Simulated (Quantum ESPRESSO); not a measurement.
# Computed records: Mg$_{4}$S$_{3}$Cl (made-up cell)

All values are calculated (Quantum ESPRESSO 7.5). Calculation on a made-up crystal cell, not a measurement: periodic Kohn-Sham density functional theory in plane waves with PseudoDojo standard norm-conserving scalar-relativistic pseudopotentials, each functional with its own files (v0.5 for PBE, v0.4.1 for LDA and PBEsol), no spin polarisation, no spin-orbit coupling, atoms not relaxed, stress positive in tension, energies less a fixed whole-eV offset for each atom's element; levels are Kohn-Sham levels at fractions of this cell's reciprocal vectors, counted from the reference band (half the neutral cell's valence electrons, rounded up) at Gamma; error bars cover cutoff and k-mesh only, not smearing or the files; added strain carries the atoms with the cell, and shear is the tensor component; each bar is the largest change over components, and at least 0.002 eV, 0.002 eV per angstrom or 0.02 GPa; energies are for the whole cell, and the offsets were chosen from early runs and are not element reference energies.

Common to all runs: lattice type wurtzite; functional pbe; cutoff 1143 eV; fermi dirac smearing 0.1 eV; scf tolerance 1e-07 eV; electrons removed 0; k mesh 6 x 6 x 6, shifted by half a step.

(1) Mg$_{4}$S$_{3}$Cl (made-up cell)

```
Mg4S3Cl
1.0
      4.1405    -0.0491    -0.0539
     -0.0850     7.0134    -0.0461
     -0.0881    -0.0434     6.5852
Mg S Cl S
4 1 1 2
Direct
  -0.02082 0.01744 0.02604
  0.45785 0.50461 -0.01529
  0.49813 0.17414 0.50308
  -0.00737 0.69095 0.48532
  -0.04491 -0.01505 0.36570
  0.47967 0.50424 0.36218
  0.50788 0.18042 0.87104
  0.00661 0.66991 0.86649
```

```
free energy less offsets : 4.584 eV
smearing term minus ts   : -0.07491 eV
scf iterations           : 10
pressure                 : 2.569 GPa
stress xx                : 0.204 GPa
stress yy                : -3.987 GPa
stress zz                : -3.925 GPa
stress yz                : 1.445 GPa
stress xz                : -0.7402 GPa
stress xy                : 1.216 GPa
fermi level              : 1.655 eV
reference band           : 33
error bar energy         : 0.00508 eV
error bar stress         : 0.04514 GPa
error bar force          : 0.007876 eV/Å
error bar next band up   : 0.002 eV
error bar fermi level    : 0.01405 eV
error bars from          : tighter rerun of a related cell
```

Atoms:
```csv
atoms element,atom site,atom energy offset (eV)
Mg,1,-1617
Mg,2,-1617
Mg,3,-1617
Mg,4,-1617
S,5,-302
Cl,6,-449
S,7,-302
S,8,-302
```

Forces:
```csv
site,x (eV/Å),y (eV/Å),z (eV/Å)
1,0.4061,-0.1434,-1.902
2,0.8632,0.1725,-0.4229
3,-0.2445,-0.5786,-0.1141
4,0.102,-1.416,1.003
5,0.1441,1.766,0.9766
6,-0.0127,0.1362,0.0735
7,-0.3775,-0.5175,0.406
8,-0.8806,0.5808,-0.02004
```

Levels:
```csv
level k point,next band up (eV)
Gamma,1.909
"(1/2,1/2,1/2)",1.871
"(0.15,0,0)",2.409
"(0,0.15,0)",2.022
"(0,0,0.15)",1.851
```

(2) Mg$_{4}$S$_{3}$Cl (made-up cell)

```
Mg4S3Cl
1.0
      4.1405    -0.0491    -0.0539
     -0.0850     7.0134    -0.0461
     -0.0881    -0.0434     6.5852
Mg S Cl S
4 1 1 2
Direct
  -0.02082 0.01744 0.02604
  0.45785 0.50461 -0.01529
  0.49813 0.17414 0.50308
  -0.00737 0.69095 0.48532
  -0.04491 -0.01505 0.36570
  0.47982 0.51152 0.36223
  0.50788 0.18042 0.87104
  0.00661 0.66991 0.86649
```

```
free energy less offsets : 4.579 eV
smearing term minus ts   : -0.07529 eV
scf iterations           : 10
pressure                 : 2.569 GPa
stress xx                : 0.1113 GPa
stress yy                : -3.927 GPa
stress zz                : -3.89 GPa
stress yz                : 1.374 GPa
stress xz                : -0.7413 GPa
stress xy                : 1.193 GPa
fermi level              : 1.645 eV
reference band           : 33
error bar energy         : 0.00508 eV
error bar stress         : 0.04514 GPa
error bar force          : 0.007876 eV/Å
error bar next band up   : 0.002 eV
error bar fermi level    : 0.01405 eV
error bars from          : tighter rerun of a related cell
```

Atoms:
```csv
atoms element,atom site,atom energy offset (eV)
Mg,1,-1617
Mg,2,-1617
Mg,3,-1617
Mg,4,-1617
S,5,-302
Cl,6,-449
S,7,-302
S,8,-302
```

Forces:
```csv
site,x (eV/Å),y (eV/Å),z (eV/Å)
1,0.4075,-0.1304,-1.894
2,0.8617,0.1593,-0.4211
3,-0.2473,-0.4864,-0.1566
4,0.09978,-1.384,1.025
5,0.1509,1.736,0.9774
6,-0.01394,0.03834,0.07402
7,-0.3781,-0.5161,0.4226
8,-0.8807,0.5837,-0.02807
```

Levels:
```csv
level k point,next band up (eV)
Gamma,1.899
"(1/2,1/2,1/2)",1.85
"(0.15,0,0)",2.393
"(0,0.15,0)",2.014
"(0,0,0.15)",1.836
```
